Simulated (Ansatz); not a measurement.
Ti:
```
CELL_PARAMETERS angstrom
      4.45100     0.00000     0.00000
     -2.22550     3.85468     0.00000
      0.00000     0.00000     2.77045
ATOMIC_POSITIONS crystal
  Ti 0.00000 0.00000 0.00000
  Ti 0.33333 0.66667 0.50000
  Ti 0.66667 0.33333 0.50000
```

Relaxed with LDA. Special points in fractions of this cell's reciprocal vectors: Γ (0.000, 0.000, 0.000); M (0.500, 0.000, 0.000); K (0.333, 0.333, 0.000); A (0.000, 0.000, 0.500); L (0.500, 0.000, 0.500); H (0.333, 0.333, 0.500).

Task: List the band energies nearest the Fermi level at these points for plane-wave PAW LDA (Ansatz code).

Result: In eV from the Fermi level; about four levels below and three above (degenerate sets whole), none deeper than 8.9 eV; points with the same levels are listed once.

```csv
k,below,above
Γ,-0.70 -0.70 -0.59 -0.59,0.01 0.72 1.36 1.36
M,-2.81 -0.51 -0.49 -0.41,0.02 0.58 1.01
K,-3.13 -3.13 -0.37 -0.37 -0.06,0.12 0.51 0.51
A,-2.17 -1.80 -1.80 -1.67,1.13 1.13 1.34 1.34
L,-1.88 -1.33 -0.72 -0.66,0.31 0.84 1.14
H,-1.49 -1.49 -1.16 -1.16 -1.07,0.66 0.66 0.80 0.80
```

Space group P6/mmm. This is a known high-pressure phase of the composition, computed here at zero pressure and temperature. The LDA relaxation kept the symmetry of its start; whether a distortion lowers the energy is not shown. The run is not spin-polarised.

Potentials: the earlier of the program's two PAW sets.
